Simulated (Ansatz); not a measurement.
Ga$_{2}$Cu in space group P4/mmm (No. 123; Ga on 2h, Cu on 1a) at seven volumes, r²SCAN (plane waves, PAW; program Ansatz), shape and atoms relaxed at each. One row is withheld.

```csv
V (Å³/atom),P (GPa)
13.795,11.35
14.250,6.86
14.704,3.11
15.159,0.00
15.614,?
16.069,-4.69
16.524,-6.42
```

### Question
Fit the shown pressures and predict the withheld one.

### Answer
Third-order Birch–Murnaghan: P = (3/2)B₀(x^(7/2) − x^(5/2))[1 + (3/4)(B′ − 4)(x − 1)] with x = (V₀/V)^(2/3). Least squares on the six rows gives V₀ = 15.161 Å³/atom, B₀ = 93.75 GPa, B′ = 5.29. At V = 15.614, x = 0.9806 and P = -2.55 GPa. The run itself gave -2.56 GPa.

The workflow started from an entry of the Crystallography Open Database (COD). Its standing as an ambient phase is unchecked. Symmetry was held in the r²SCAN relaxation; its stability against distortions is not shown here. The run is not spin-polarised.

Potentials: the later of the program's two PAW sets.
